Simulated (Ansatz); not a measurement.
Relaxation of a generated trial cell of Ta2Si in the AFLOW prototype A2B_tI12_140_h_a (C16, as in Al2Cu); 6 atoms in the cell, which starts as I4/mcm (No. 140), tI12; a = b = 6.2900 Å, c = 5.0612 Å, α = β = γ = 90.00°. Computed with r2SCAN (plane waves to 500 eV, PAW, scalar-relativistic; Ansatz, an electronic-structure program). Γ-centred k-mesh 6×6×6 on the run's cell (coarser than for final values), Fermi–Dirac smearing 0.05 eV. This is the first round of the run. 

The optimiser's lines from the output (shortened; P is positive under compression):

```
relax step   1: F+E_penalty+E_count = -41058.85658112 eV  Δ(F+E_penalty+E_count) = +0.000e0 eV  max|allowed force component| = 6.408e-1 eV/Å  Δτ_max = 0.0000 Å  P = -9.041 GPa  Ω = 100.120 Å³  (6 SCF iters, dr2 threshold 1.00e-7 eV, accepted)
relax step   2: F+E_penalty+E_count = -41058.31720609 eV  Δ(F+E_penalty+E_count) = +5.394e-1 eV  max|allowed force component| = 1.634e0 eV/Å  Δτ_max = 0.1547 Å  P = +18.819 GPa  Ω = 90.672 Å³  (7 SCF iters, dr2 threshold 6.00e-7 eV, rejected (line search))
relax step   3: F+E_penalty+E_count = -41059.08467672 eV  Δ(F+E_penalty+E_count) = -2.281e-1 eV  max|allowed force component| = 8.026e-2 eV/Å  Δτ_max = 0.0445 Å  P = -1.747 GPa  Ω = 96.755 Å³  (10 SCF iters, accepted)
relax step   4: F+E_penalty+E_count = -41059.08968338 eV  Δ(F+E_penalty+E_count) = -5.007e-3 eV  max|allowed force component| = 5.756e-4 eV/Å  Δτ_max = 0.0045 Å  P = +0.420 GPa  Ω = 95.870 Å³  (5 SCF iters, dr2 threshold 6.00e-7 eV, accepted)
relax step   5: F+E_penalty+E_count = -41059.08985056 eV  Δ(F+E_penalty+E_count) = -1.672e-4 eV  max|allowed force component| = 6.307e-3 eV/Å  Δτ_max = 0.0007 Å  P = -0.034 GPa  Ω = 96.062 Å³  (4 SCF iters, dr2 threshold 5.11e-7 eV, accepted)
relax step   6: F+E_penalty+E_count = -41059.08986595 eV  Δ(F+E_penalty+E_count) = -1.539e-5 eV  max|allowed force component| = 1.437e-3 eV/Å  Δτ_max = 0.0006 Å  P = -0.004 GPa  Ω = 96.046 Å³  (4 SCF iters, dr2 threshold 7.68e-9 eV, accepted)
relax step   7: F+E_penalty+E_count = -41059.08869550 eV  Δ(F+E_penalty+E_count) = +1.170e-3 eV  max|allowed force component| = 1.440e-3 eV/Å  Δτ_max = 0.0000 Å  P = -0.009 GPa  Ω = 96.046 Å³  stress off target by 8.79e-3 GPa  SCF on the basis re-selected at this cell (its energy is not comparable with the rows above)  (5 SCF iters)
```

From the first to the last row the energy changes by -0.04 eV/atom and the volume by -4.1 %. The last row is marked as not comparable with the walk above it, whose basis was carried along; it does compare with step 1, since both stand on a basis selected at the nominal cutoff for their own cell.

Step 2 was rejected by the optimiser.

Later rounds, restarted from the end of this one on a renewed k-mesh, logged 5 more steps and released under 0.01 eV/atom more. The final structure after all rounds: I4/mcm (No. 140), tI12, AFLOW prototype A2B_tI12_140_h_a (C16, as in Al2Cu); a = 6.166 Å, b = 6.166 Å, c = 5.053 Å, α = 90.00°, β = 90.00°, γ = 90.00°. Between re-selections the logged energies stand on a plane-wave basis carried along with the cell. No spin polarisation in the result.

The run could not lose the symmetry of its start; a randomly shaken copy of 12 atoms returns to this structure.

The first start was generated by placing the elements on the sites of a structure type. Materials Project lists a structure of Ta2Si in the same space group, I4/mcm (No. 140); the sites were not compared with it, nor with measured phases.
